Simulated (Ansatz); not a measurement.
Cl (Cmce) from a database of computed structures, relaxed with r2SCAN+rVV10 in the PAW code Ansatz. Space group Cmce (No. 64), orthorhombic; conventional cell a = 6.250 Å, b = 4.014 Å, c = 8.147 Å, 25.55 Å³ an atom. Cl has 1 Cl at 2.02 Å.

The axes x, y and z are those of this cell:
```yaml
crystal:
  lattice:
    - [3.12524, -2.00725, 0.00000]
    - [3.12524, 2.00725, 0.00000]
    - [0.00000, 0.00000, 8.14656]
  atoms:
    - { symbol: Cl, position: [0.87564, 0.12436, 0.60748] }
    - { symbol: Cl, position: [0.12436, 0.87564, 0.39252] }
    - { symbol: Cl, position: [0.62436, 0.37564, 0.10748] }
    - { symbol: Cl, position: [0.37564, 0.62436, 0.89252] }
```

Unstrained: The PBE gap is direct at Γ: 2.202 eV. The r2SCAN gap is direct at Γ: 2.566 eV. With HSE06 the gap is 3.796 eV and direct, at Γ. Meshes: PBE 8×8×4, r2SCAN 8×8×4, HSE06 6×6×2. Strains are changes of length per length. After each strain the atoms were relaxed again with r2SCAN+rVV10 within the symmetry that the strain leaves, so tilts or polar shifts that break it weren't tested; points keep the names that they have in the unstrained zone. (Simulation; spin polarisation is off.)

Question: Estimate what uniaxial -5.46 % along y, other directions held does to the gap.

Answer: PBE: the gap goes from 2.202 to 1.968 eV (-0.234 eV); with r2SCAN the top three valence levels at Γ, grouped 1+1+1 from the top over 443 meV, become 1+1+1 over 585 meV. r2SCAN: the gap goes from 2.566 to 2.322 eV (-0.244 eV). HSE06: the gap goes from 3.796 to 3.527 eV (-0.269 eV).

Question: For epitaxial -5.1 % in the xy plane, how far does the free direction move, and what happens to the gap?

Answer: The normal strain at zero normal stress is +2.52 %, 0.49 of the in-plane strain with the sign turned. PBE: the gap goes from 2.202 to 1.820 eV (-0.382 eV). r2SCAN: the gap goes from 2.566 to 2.169 eV (-0.397 eV). HSE06: the gap goes from 3.796 to 3.374 eV (-0.422 eV).

The meshes of the hybrids are coarse, so their gaps aren't converged to the digits shown.

The splittings at Γ are without spin-orbit coupling, which regroups them where it is of like size or larger.
